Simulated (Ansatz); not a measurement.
## Nuclear-site quantities of ScSi2 as the cell is scaled

```
Sc Si
1.0
     3.66000    0.00000    0.00000
    -1.83000    3.16965    0.00000
     0.00000    0.00000    3.87000
Sc Si
1 2
Direct
  0.00000 0.00000 0.00000
  0.33333 0.66667 0.50000
  0.66667 0.33333 0.50000
```

Atom numbers follow the list: Sc1, Si2, Si3.

The cell comes from COD entry 1538810, which wasn't checked; take it as a given geometry.

Spin polarisation is left out, and whether a magnetic state lies lower isn't shown here.

Method: DFT, PBEsol, all-electron PAW with datasets made for the crystal, scalar-relativistic in Ansatz 0.2.0.

Settings: a Γ-centred 13×13×11 k mesh, Fermi–Dirac smearing of 0.05 eV, cutoff 240 eV (chosen by the program for this cell), no spin polarisation.

The contact density is the mean electron density over the nuclear volume; its changes follow the s electrons' response to bonding and compression. Changes below are taken from the unscaled cell, where it is 48467.8 e/Å³ at Sc1, 12768.9 e/Å³ at Si2.

Volumes at which the program chose other datasets or cutoffs are left out.

The datasets are made afresh for each cell, so very small changes are uncertain.

Q: Does compression raise or lower the contact density at Si2?

A: It lowers it, by 0.44 e/Å³ over the whole range.

Q: Tabulate the changes with volume.

A: 
```csv
V/V(cell),P (GPa),Δρ(0) Sc1 (e/Å³),Δρ(0) Si2 (e/Å³)
0.9600,29.9,0.10,-0.15
0.9800,25.6,0.05,-0.08
0.9900,23.6,0.03,-0.04
1.0000,21.7,0.00,0.00
1.0100,19.8,-0.03,0.04
1.0200,18.1,-0.04,0.09
1.0400,14.8,-0.09,0.18
1.0600,11.8,-0.14,0.29
```
